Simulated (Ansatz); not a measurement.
A generator proposed this cell of Al2BP3.

```
Al B P
1.0
     3.11517    0.00000    0.00000
     0.00000    3.11517    0.00000
     0.00000    0.00000    9.54810
Al B P
2 1 3
Direct
  0.00000 0.00000 0.33928
  0.00000 0.00000 0.66072
  0.00000 0.00000 0.00000
  0.50000 0.50000 0.18173
  0.50000 0.50000 0.50000
  0.50000 0.50000 0.81827
```

Level of theory: Ansatz, DFT PBE, scalar-relativistic, plane waves, PAW. Settings: cutoff 420 eV, Γ-centred mesh 6×6×2 on the computed 6-atom cell, Gaussian smearing of 0.10 eV; no spin polarisation.

Energies over the elements count from the elements' standard structures at the same level, with no fitted energy shifts. The references include black phosphorus.

Question: What does a single point on this coarse mesh give?

Answer: The pressure is -7.2 GPa (the mean over three directions, positive in compression), the largest force is 0.80 eV/Å, and the energy is +0.74 eV/atom against the elements. The shortest distance is 2.67 Å.

Question: Is it a good guess?

Answer: A rough one: relaxing gains about 0.21 eV/atom (the start's value is from the coarse mesh, so the gain is rough) in 17 ionic steps and ends at +0.53 eV/atom on the finer mesh. The symmetry stays P4/mmm (No. 123). The volume per atom shrinks by 13.6 %, from 15.4 to 13.3 Å³. The shortest distance goes from 2.67 Å (Al–P) to 2.27 Å (P–P). Conventional cell: a = 2.971 Å, c = 9.066 Å. Around Al lie 8 P at 2.64–2.77 Å, 1 B at 2.94 Å, 4 Al at 2.97 Å and 1 Al at 3.20 Å; B is surrounded by 8 P at 2.39 Å, 2 Al at 2.94 Å and 4 B at 2.97 Å; P on a site of symmetry 4mm has 1 P at 2.27 Å, 4 B at 2.39 Å, 4 Al at 2.77 Å, 4 P at 2.97 Å and 1 P at 3.40 Å; 1 more site not described.

The last run used a 12×12×4 mesh (in the run's order of axes) for its 6-atom cell and Gaussian smearing of 0.10 eV. The reference form of P is held partly by dispersion forces, which this level lacks. The relaxation can't lower the symmetry of the start, and the grade says only how near the guess is to its own end. Symmetry constrained the relaxation, so the result can be a saddle point. Another cell of Al2BP3 relaxed alike, in P-3m1, lies 0.41 eV/atom lower, so this cell isn't the stable form at this level.
